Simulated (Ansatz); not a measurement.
TaSi (rock salt, Fm-3m) under volume change, r²SCAN (plane waves, PAW; program Ansatz), scaled uniformly.

```tsv
V (Å³/atom)	E − E(relaxed) (meV/atom)	P (GPa)
15.341	84.8	19.32
15.847	35.8	11.92
16.353	___	___
16.859	0.0	0.01
17.364	___	___
17.870	29.2	-8.82
18.376	62.7	-12.32
```

Q: What belongs in the gaps?

A: 
- 16.353, E − E(relaxed) (meV/atom): 8.5
- 16.353, P (GPa): 5.52
- 17.364, E − E(relaxed) (meV/atom): 7.6
- 17.364, P (GPa): -4.73

Q: What does a third-order Birch–Murnaghan fit give for V₀, B₀ and B′?

A: V₀ = 16.86 Å³/atom, B₀ = 170 GPa, B′ = 4.0.

A made-up cell: these elements were put on the sites of a structure type; neither database checked (COD, Materials Project) lists it. Its standing as an ambient phase is unchecked. Symmetry was held in the r²SCAN relaxation; its stability against distortions is not shown here. No spin polarisation was allowed. Spin–orbit coupling is left out wherever it is not named.

Potentials: the later of the program's two PAW sets.
